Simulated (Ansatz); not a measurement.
**Question.** Each is relaxed and computed with the program Ansatz at the PBEsol level (PAW). Which is the only metal?
A. FeSi2, Cmce (Fe on 8f, Fe on 8d, Si on 16g, Si on 16g)
B. ScOF, P4/nmm (Sc on 2c, O on 2b, F on 2a)
C. Co2Si, P4/nmm (Co on 2a, Co on 2c, Si on 2c)
D. AlSiCN, P3m1 (Al on 1b, Si on 1c, C on 1b, N on 1c)

**Answer.** C, Co2Si, P4/nmm (Co on 2a, Co on 2c, Si on 2c). Co2Si: metal; AlSiCN: gap 3.26 eV (indirect); FeSi2: gap 0.74 eV (indirect); ScOF: gap 4.42 eV (indirect). Spin orders computed, not proven ground states: Co2Si, P4/nmm (Co on 2a, Co on 2c, Si on 2c) ferromagnetic. Constructed cells (a structure type filled with these elements, in neither database checked): Co2Si, P4/nmm (Co on 2a, Co on 2c, Si on 2c). Standing as an ambient phase not checked: AlSiCN, P3m1 (Al on 1b, Si on 1c, C on 1b, N on 1c); FeSi2, Cmce (Fe on 8f, Fe on 8d, Si on 16g, Si on 16g); ScOF, P4/nmm (Sc on 2c, O on 2b, F on 2a). Unstable at this level: ScOF, P4/nmm (Sc on 2c, O on 2b, F on 2a). All cells were relaxed under the symmetry of their starts (and spin orders); stability against distortions was not tested throughout. Rows with no word on spin ran without spin polarisation.

Potentials: the later of the program's two PAW sets.
